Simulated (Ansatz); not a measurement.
Starting cell, CsSnI3 (cubic perovskite):

```yaml
crystal:
  lattice:
    - [6.22511, 0.00000, 0.00000]
    - [0.00000, 6.22511, 0.00000]
    - [0.00000, 0.00000, 6.22511]
  atoms:
    - { symbol: Cs, position: [0.00000, 0.00000, 0.00000] }
    - { symbol: Sn, position: [0.50000, 0.50000, 0.50000] }
    - { symbol: I, position: [0.00000, 0.50000, 0.50000] }
    - { symbol: I, position: [0.50000, 0.50000, 0.00000] }
    - { symbol: I, position: [0.50000, 0.00000, 0.50000] }
```

Scan: atom 1 (Cs, nearest neighbour I at 4.402 Å; its periodic images, 6.2 Å or more away, move with it) is displaced along Cartesian [111], direction (0.577, 0.577, 0.577) in Cartesian axes, by s. The other atoms stay.

All values below come from r2SCAN (plane waves to 500 eV, PAW, scalar-relativistic; Ansatz, a quantum-chemistry and plane-wave program). k mesh 5×5×5 (Γ-centred), Fermi-Dirac smearing 0.05 eV. The energy includes the smearing's −TS. On this mesh the relaxed cell isn't quite at rest: it carries a pressure of -0.1 GPa (compression positive) at the zero of the scan. CsSnI3 was relaxed with its symmetry unable to fall. Spin-orbit coupling is left out, though I is heavy. The PAW data are Ansatz's earlier set. This is a high-temperature form of CsSnI3. ΔE is measured from the undisplaced structure.

Question: Give the computed ΔE (meV/cell) at s (Å) = -1.320, -1.056, -0.528, 0.264, 0.528, 0.792, 1.056, 1.320.

Answer: 
| s (Å) | ΔE (meV/cell) |
|---|---|
| -1.320 | 587 |
| -1.056 | 262 |
| -0.528 | 29 |
| 0.264 | 5 |
| 0.528 | 29 |
| 0.792 | 98 |
| 1.056 | 262 |
| 1.320 | 587 |

(For displaced atoms, the force is minus the slope of the energy, and its curvature is a force constant, which sets phonon frequencies.)
